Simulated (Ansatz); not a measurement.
The elements of this relaxed trial crystal are hidden behind letters.

```
lattice vectors (Å)
   1.3437    0.7758   10.5090
  -1.3437    0.7758   10.5090
   0.0000   -1.5516   10.5090
fractional positions
X 0.3031 0.3031 0.3031
X 0.5000 0.5000 0.5000
X 0.6969 0.6969 0.6969
Z 0.9013 0.9013 0.9013
Z 0.0987 0.0987 0.0987
```

All numbers below come from DFT PBE, scalar-relativistic, plane waves, PAW in Ansatz. Plane waves to 420 eV, an 18×18×18 mesh through Γ for the 5-atom cell and 0.10 eV Gaussian smearing; collinear spin.

| Property | Result |
| --- | --- |
| Space group | R-3m (No. 166) |
| Conventional cell | a = 2.687 Å, c = 31.527 Å |
| Volume per atom | 13.15 Å³ |
| Density | 14.31 g/cm³ |
| Energy over the elements | −0.02 eV/atom |
| Gap on the 18×18×18 mesh of the 5-atom cell | 0 eV (a metal) |
| Net moment per atom | 0.54 μB |

Energies are uncorrected and count from the elements' standard states at the same level.

Q: X is a d-block element of period 4 and Z is a d-block element of period 6. Which elements are they?

A: X = Ni, Z = Pt, so the formula is Ni3Pt2. Density times volume gives a mean mass of 14.31 × 13.15/1.6605 = 113.3 u per atom, and this set has 113.2 u. Ni on a site of symmetry 3m has 3 Ni at 2.46 Å, 3 Pt at 2.66 Å and 6 Ni at 2.69 Å; Ni on a site of symmetry -3m has 6 Pt at 2.65 Å and 6 Ni at 2.69 Å; around Pt lie 6 Ni at 2.65–2.66 Å and 6 Pt at 2.69 Å. Other sets within the hints have nearly the same mass, so mass alone doesn't settle it; this one was computed.

These runs have no spin–orbit coupling, which can matter for Pt. The magnetic state reached may not be the lowest. A structure relaxed within its symmetry needn't be a true minimum.
